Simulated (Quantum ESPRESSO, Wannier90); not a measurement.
**Wannierisation of MoSe$_{2}$ (R3m)**

```xyz
3
Lattice="-1.6601 2.8753 0.0000 -3.3201 0.0000 0.0000 -1.6601 0.9584 6.8598" Properties=species:S:1:pos:R:3 pbc="T T T"
Mo     1.6601    -0.9584    -0.0019
Se    -1.6601     0.9584    -1.6569
Se    -1.6601     0.9584     1.6519
```

Cell from Materials Project (mp-7581), symmetrised, no further relaxation. Not found in the COD (Crystallography Open Database) copy used, which has the formula in other groups; not checked further. Method: PBEsol plane waves in Quantum ESPRESSO 7.5 (PseudoDojo norm-conserving files, 69 Ry, spinors with spin-orbit coupling), Bloch states on a 6×6×6 mesh through Γ, Wannier90 4.0.1. Density: 12×12×12 mesh, cold smearing 0.01 Ry. The cell is built of weakly bound layers, chains or molecules, whose nearest atoms lie 4.04 Å apart. Database cells relaxed without dispersion often hold them too far apart, which can enlarge gaps and weakens couplings between them; spacing and stacking were not compared with the measured crystal.

Bands 29-32 form an isolated set from -14.56 to -12.39 eV relative to the valence-band maximum (on the path) and are turned into 4 Wannier functions by minimising the spread from the start: atomic waves Se 4s.

Question: Where do the functions sit, how wide are they and what are they made of?

Answer: 
```json
[
 {"functions": "4", "spread (Å²)": "1.28", "nearest atom, distance (Å)": "Se 0.17", "second atom, distance (Å)": "Mo 2.42", "weight on atomic waves": "Se 4s 81 %, Mo 4d 8 %, Mo 5s 7 %"}
]
```

Ω_I = 5.12 Å², Ω_total = 5.13 Å²; the interpolated bands follow pw.x to 0.5 meV rms on the path. Only this start was tried; a symmetric start can stop on a saddle, and mixtures of these functions could lower the total by at most Ω_total − Ω_I.
